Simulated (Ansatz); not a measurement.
Given:

SrScO$_{2}$F:
```
CELL_PARAMETERS angstrom
      4.09252     0.00000     0.00000
      0.00000     4.09252     0.00000
      0.00000     0.00000     4.02626
ATOMIC_POSITIONS crystal
  Sr 0.50000 0.50000 0.50000
  Sc 0.00000 0.00000 0.00000
  O  0.50000 0.00000 0.00000
  O  0.00000 0.50000 0.00000
  F  0.00000 0.00000 0.50000
```

This is the PBEsol-relaxed structure.

**Question.** All from the program Ansatz at the PBEsol level (PAW), unless another level is named. Estimate the band gap.

**Answer.** 3.22 eV (indirect).

**Question.** Next, the electron effective mass with spin–orbit coupling?

**Answer.** 0.37, 0.53, 0.53 mₑ (principal values).

**Question.** And the HSE06 gap on the PBEsol cell?

**Answer.** 4.86 eV.

**Question.** And the valence-band maximum?

**Answer.** at A.

Space group P4/mmm. The start of the workflow was typed in or built on a structure type; neither database checked (COD, Materials Project) lists it. Whether it is the stable phase at ambient conditions was not checked. The PBEsol relaxation kept the symmetry of its start. At this level the phase is dynamically unstable (imaginary phonons). The run is not spin-polarised. The volume moved by -17 % from the start of the relaxation. Scalar-relativistic: spin–orbit coupling is off unless named, which matters more the heavier the elements.

Potentials: the earlier of the program's two PAW sets. The files were generated under PBE; for other functionals the program regenerates the frozen cores, and for LDA and PBEsol the local potential too.
